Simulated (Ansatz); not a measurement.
**MgTeW3O12: gradients before and after relaxing the atoms**

Start: a computed structure from the Materials Project (it need not be an observed phase), atoms as given.

```yaml
crystal:
  lattice:
    - [5.19692, 0.00000, 0.00000]
    - [0.03930, 5.74133, 0.00000]
    - [0.07981, 0.96837, 7.77642]
  atoms:
    - { symbol: Mg, position: [0.49235, 0.11424, 0.30012] }
    - { symbol: Te, position: [0.51104, 0.53968, 0.52689] }
    - { symbol: W, position: [0.00225, 0.99918, 0.53446] }
    - { symbol: W, position: [0.49998, 0.54737, 0.00054] }
    - { symbol: W, position: [0.99145, 0.03547, 0.01282] }
    - { symbol: O, position: [0.68652, 0.13562, 0.53371] }
    - { symbol: O, position: [0.86089, 0.98735, 0.23587] }
    - { symbol: O, position: [0.72732, 0.79023, 0.95188] }
    - { symbol: O, position: [0.84589, 0.68105, 0.55500] }
    - { symbol: O, position: [0.22244, 0.73258, 0.05051] }
    - { symbol: O, position: [0.59979, 0.45275, 0.22300] }
    - { symbol: O, position: [0.39049, 0.53217, 0.76418] }
    - { symbol: O, position: [0.78445, 0.28867, 0.94212] }
    - { symbol: O, position: [0.18032, 0.24950, 0.42408] }
    - { symbol: O, position: [0.28736, 0.20312, 0.05894] }
    - { symbol: O, position: [0.09529, 0.01598, 0.75822] }
    - { symbol: O, position: [0.32219, 0.82429, 0.43960] }
```

Sites (sets of like atoms) are named by element and the number of their first atom in this list.

The numbers come from a DFT calculation in Ansatz (PBE, plane waves and PAW, scalar-relativistic, 420 eV cutoff, Γ-centred 5×4×3 k-points, Fermi–Dirac smearing 0.02 eV).

The largest force at the start is 1.5 eV/Å. Relaxing the ions at fixed cell moves them by 0.095 Å at most (atom 4, W) and 0.057 Å rms.

```csv
site,atom,moved (Å),first shell before,first shell after,V_zz before (10²¹ V/m²),η before
Mg,1,0.013,6 O at 2.04–2.18 Å,6 O at 2.05–2.16 Å,1.24,0.65
Te,2,0.042,3 O at 1.95 Å,3 O at 1.93–1.95 Å,-26.0,0.17
W3,3,0.068,5 O at 1.81–2.11 Å,5 O at 1.78–2.13 Å,36.1,0.81
W4,4,0.095,6 O at 1.84–2.27 Å,6 O at 1.78–2.40 Å,-38.5,0.37
W5,5,0.080,6 O at 1.84–2.10 Å,6 O at 1.78–2.17 Å,-4.51,0.88
O7,7,0.092,"1 W at 1.86 Å, 1 Mg at 2.12 Å, angle 122°; also 1 W at 2.47 Å","1 W at 1.80 Å, 1 Mg at 2.10 Å, angle 124°; also 1 W at 2.62 Å",3.36,0.67
O11,11,0.065,"1 W at 1.84 Å, 1 Mg at 2.04 Å, angle 111°; also 1 Te at 2.53 Å","1 W at 1.81 Å, 1 Mg at 2.05 Å, angle 116°",3.59,0.50
O12,12,0.053,"1 Te at 1.95 Å, 1 W at 1.96 Å, angle 144°","1 W at 1.94 Å, 1 Te at 1.94 Å, angle 144°",9.59,0.28
O13,13,0.058,"2 W at 1.84–2.17 Å, angle 150°","2 W at 1.78–2.26 Å, angle 148°",3.61,0.90
O15,15,0.052,"2 W at 1.88–2.27 Å, 1 Mg at 2.18 Å","1 W at 1.82 Å, 1 Mg at 2.16 Å; also 1 W at 2.40 Å",4.18,0.49
```

Problem. What are V_zz and η after the relaxation?

Solution. 

| site | atom | V_zz after | η after | change of V_zz |
| --- | --- | --- | --- | --- |
| Mg | 1 | 1.37 | 0.41 | +0.13 |
| Te | 2 | -29.8 | 0.24 | -3.78 |
| W3 | 3 | 35.0 | 0.94 | -1.07 |
| W4 | 4 | -41.8 | 0.43 | -3.34 |
| W5 | 5 | -9.02 | 0.97 | -4.51 |
| O7 | 7 | 2.31 | 0.88 | -1.05 |
| O11 | 11 | 3.32 | 0.43 | -0.27 |
| O12 | 12 | 10.36 | 0.30 | +0.77 |
| O13 | 13 | -2.88 | 1.00 | – |
| O15 | 15 | 2.89 | 0.61 | -1.29 |

The largest change of V_zz along a kept axis is on W5, from -4.51 to -9.02. In per cent, |V_zz| changes by +11 on Mg, +15 on Te, -3 to +100 on W, -31 to +8 on O (all sites that start above 0.5, bar those whose gradient vanishes or changes sign or whose main axis turns by over 40°). Where |V_zz| stays above 0.1 and the axes keep their order, η moves most on Mg, from 0.65 to 0.41. On O13 the largest principal value lies along another axis in the second run, so the two V_zz can't be compared directly. The table leaves out 7 of the 17 sites, with |V_zz| up to 10.68; their tensors move by 0.85 at most along any direction. The statements above cover all sites.

Without spin–orbit coupling the gradients at and beside Te and W can be off by some per cent, at some sites by more.
Before: At this cell the principal stresses reach 5 GPa in size with PBE, which can matter for small gradients.
